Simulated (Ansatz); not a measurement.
PtC (zinc blende, space group No. 216) at seven volumes, DFT-r²SCAN in the program Ansatz with PAW potentials, scaled uniformly. One row is withheld.

```json
[
 {"V (Å³/atom)": "11.780", "P (GPa)": "27.44"},
 {"V (Å³/atom)": "12.168", "P (GPa)": "16.70"},
 {"V (Å³/atom)": "12.556", "P (GPa)": "7.64"},
 {"V (Å³/atom)": "12.945", "P (GPa)": "0.00"},
 {"V (Å³/atom)": "13.333", "P (GPa)": "-6.44"},
 {"V (Å³/atom)": "13.722", "P (GPa)": "?"},
 {"V (Å³/atom)": "14.110", "P (GPa)": "-16.39"}
]
```

### Question
Fit the shown pressures and predict the withheld one.

### Answer
Third-order Birch–Murnaghan: P = (3/2)B₀(x^(7/2) − x^(5/2))[1 + (3/4)(B′ − 4)(x − 1)] with x = (V₀/V)^(2/3). Least squares on the six rows gives V₀ = 12.945 Å³/atom, B₀ = 233.0 GPa, B′ = 4.71. At V = 13.722, x = 0.9619 and P = -11.84 GPa. The run itself gave -11.85 GPa.

Space group F-43m (zinc blende). The start of the workflow was typed in or built on a structure type; neither database checked (COD, Materials Project) lists it. Whether it is the stable phase at ambient conditions was not checked. Symmetry was held in the r²SCAN relaxation; whether a distortion lowers the energy is not shown. The run is not spin-polarised. Its formation energy is positive at this level, so the cell may be metastable or incomplete. Scalar-relativistic: spin–orbit coupling is off unless named, which matters more the heavier the elements.

Potentials: the later of the program's two PAW sets.
